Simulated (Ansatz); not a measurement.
Ga in space group Cmcm (No. 63; Ga on 8g) at seven volumes, plane-wave PAW LDA (Ansatz code), shape and atoms relaxed at each. One row is withheld.

```csv
V (Å³/atom),P (GPa)
17.420,6.71
17.994,4.07
18.568,1.86
19.143,0.00
19.717,-1.56
20.291,-2.87
20.865,?
```

Question: Fit the shown pressures and predict the withheld one.

Answer: P = (3/2)B₀(x^(7/2) − x^(5/2))[1 + (3/4)(B′ − 4)(x − 1)] with x = (V₀/V)^(2/3). Least squares on the six rows gives V₀ = 19.143 Å³/atom, B₀ = 56.7 GPa, B′ = 4.81. At V = 20.865, x = 0.9442 and P = -3.97 GPa. The run itself gave -3.97 GPa.

The workflow started from a Materials Project entry (that database holds measured and hypothetical structures alike); the Crystallography Open Database files this formula in space group No. 63, but the cells were not matched. It is not the phase usual at ambient conditions (space group No. 64). Symmetry was held in the LDA relaxation; of distortions, only those at the zone centre were tested.

Potentials: the later of the program's two PAW sets.
